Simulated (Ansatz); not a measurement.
Relaxation of a generated cell, Ti3Al placed in the AFLOW prototype AB3_mC16_12_g_ij (D0_15, as in AlCl3); 8 atoms in the cell, which starts as C2/m (No. 12), mS16; a = 5.502 Å, b = 9.521 Å, c = 5.720 Å, α = γ = 90.00°, β = 108.25°. Calculation: r2SCAN (plane waves to 500 eV, PAW, scalar-relativistic; Ansatz, an electronic-structure program). Γ-centred k-mesh 7×7×6 on the run's cell (coarser than for final values), Fermi–Dirac smearing 0.05 eV. This is the first round of the run. 

The optimiser's lines from the output (shortened; P is positive under compression):

```
relax step   1: F+E_penalty+E_count = -16093.30279024 eV  Δ(F+E_penalty+E_count) = +0.000e0 eV  max|allowed force component| = 5.967e0 eV/Å  Δτ_max = 0.0000 Å  P = +34.082 GPa  Ω = 142.275 Å³  (11 SCF iters, dr2 threshold 1.00e-7 eV, accepted)
relax step   2: F+E_penalty+E_count = -16100.13920529 eV  Δ(F+E_penalty+E_count) = -6.836e0 eV  max|allowed force component| = 3.485e0 eV/Å  Δτ_max = 0.1945 Å  P = +11.745 GPa  Ω = 146.652 Å³  (10 SCF iters, dr2 threshold 8.00e-7 eV, accepted)
relax step   3: F+E_penalty+E_count = -16103.65685783 eV  Δ(F+E_penalty+E_count) = -3.518e0 eV  max|allowed force component| = 2.072e0 eV/Å  Δτ_max = 0.1943 Å  P = +4.874 GPa  Ω = 143.212 Å³  (9 SCF iters, dr2 threshold 8.00e-7 eV, accepted)
relax step   4: F+E_penalty+E_count = -16105.00007957 eV  Δ(F+E_penalty+E_count) = -1.343e0 eV  max|allowed force component| = 9.754e-1 eV/Å  Δτ_max = 0.1948 Å  P = +5.528 GPa  Ω = 138.857 Å³  (9 SCF iters, dr2 threshold 8.00e-7 eV, accepted)
relax step   5: F+E_penalty+E_count = -16105.58523190 eV  Δ(F+E_penalty+E_count) = -5.852e-1 eV  max|allowed force component| = 3.937e-1 eV/Å  Δτ_max = 0.1425 Å  P = +4.208 GPa  Ω = 140.767 Å³  (9 SCF iters, dr2 threshold 8.00e-7 eV, accepted)
relax step   6: F+E_penalty+E_count = -16106.04796625 eV  Δ(F+E_penalty+E_count) = -4.627e-1 eV  max|allowed force component| = 4.901e-1 eV/Å  Δτ_max = 0.0532 Å  P = +2.488 GPa  Ω = 142.686 Å³  (9 SCF iters, dr2 threshold 8.00e-7 eV, accepted)
relax step   7: F+E_penalty+E_count = -16106.41657535 eV  Δ(F+E_penalty+E_count) = -3.686e-1 eV  max|allowed force component| = 3.301e-1 eV/Å  Δτ_max = 0.0467 Å  P = +1.511 GPa  Ω = 144.098 Å³  (9 SCF iters, dr2 threshold 8.00e-7 eV, accepted)
relax step   8: F+E_penalty+E_count = -16106.66870059 eV  Δ(F+E_penalty+E_count) = -2.521e-1 eV  max|allowed force component| = 3.776e-1 eV/Å  Δτ_max = 0.1019 Å  P = +1.537 GPa  Ω = 145.277 Å³  (9 SCF iters, dr2 threshold 8.00e-7 eV, accepted)
relax step   9: F+E_penalty+E_count = -16106.80322396 eV  Δ(F+E_penalty+E_count) = -1.345e-1 eV  max|allowed force component| = 1.861e-1 eV/Å  Δτ_max = 0.2000 Å  P = +0.154 GPa  Ω = 148.763 Å³  (9 SCF iters, dr2 threshold 8.00e-7 eV, accepted)
relax step  10: F+E_penalty+E_count = -16106.81243876 eV  Δ(F+E_penalty+E_count) = -9.215e-3 eV  max|allowed force component| = 4.744e-2 eV/Å  Δτ_max = 0.0312 Å  P = -0.120 GPa  Ω = 149.254 Å³  (7 SCF iters, dr2 threshold 8.00e-7 eV, accepted)
relax step  11: F+E_penalty+E_count = -16106.81346190 eV  Δ(F+E_penalty+E_count) = -1.023e-3 eV  max|allowed force component| = 2.933e-2 eV/Å  Δτ_max = 0.0125 Å  P = +0.134 GPa  Ω = 148.892 Å³  (6 SCF iters, dr2 threshold 6.28e-7 eV, accepted)
relax step  12: F+E_penalty+E_count = -16106.81379031 eV  Δ(F+E_penalty+E_count) = -3.284e-4 eV  max|allowed force component| = 2.341e-3 eV/Å  Δτ_max = 0.0040 Å  P = +0.010 GPa  Ω = 149.061 Å³  (6 SCF iters, dr2 threshold 1.95e-7 eV, accepted)
relax step  13: F+E_penalty+E_count = -16106.82289330 eV  Δ(F+E_penalty+E_count) = -9.103e-3 eV  max|allowed force component| = 2.375e-3 eV/Å  Δτ_max = 0.0000 Å  P = +0.044 GPa  Ω = 149.061 Å³  stress off target by 1.59e-1 GPa  SCF on the basis re-selected at this cell (its energy is not comparable with the rows above)  (9 SCF iters)
relax step  14: F+E_penalty+E_count = -16106.82295065 eV  Δ(F+E_penalty+E_count) = -5.735e-5 eV  max|allowed force component| = 1.512e-3 eV/Å  Δτ_max = 0.0008 Å  P = +0.016 GPa  Ω = 149.105 Å³  (5 SCF iters, dr2 threshold 6.33e-8 eV, accepted)
relax step  15: F+E_penalty+E_count = -16106.82295213 eV  Δ(F+E_penalty+E_count) = -1.483e-6 eV  max|allowed force component| = 3.288e-4 eV/Å  Δτ_max = 0.0003 Å  P = +0.003 GPa  Ω = 149.123 Å³  (6 SCF iters, dr2 threshold 7.05e-9 eV, accepted)
relax step  16: F+E_penalty+E_count = -16106.82297647 eV  Δ(F+E_penalty+E_count) = -2.434e-5 eV  max|allowed force component| = 3.323e-4 eV/Å  Δτ_max = 0.0000 Å  P = +0.003 GPa  Ω = 149.123 Å³  stress off target by 6.93e-3 GPa  SCF on the basis re-selected at this cell (its energy is not comparable with the rows above)  (7 SCF iters)
```

From the first to the last row the energy changes by -1.69 eV/atom and the volume by +4.8 %. The last row is marked as not comparable with the walk above it, whose basis was carried along; it does compare with step 1, since both stand on a basis selected at the nominal cutoff for their own cell.

Later rounds, restarted from the end of this one on a renewed k-mesh, logged 7 more steps and released under 0.01 eV/atom more. The final structure after all rounds: C2/m (No. 12), mS16; a = 5.038 Å, b = 8.835 Å, c = 6.952 Å, α = γ = 90.00°, β = 105.42°. Between re-selections the logged energies stand on a plane-wave basis carried along with the cell. No spin polarisation in the result.

The run could not lose the symmetry of its start, so the end can be a saddle point.

The relaxed structure here is a generated cell of Ti3Al: the first start was made by placing the elements on the sites of a structure type, and the end was not matched to a known phase here, so it may be hypothetical. Known forms of Ti3Al include space group No. 194.
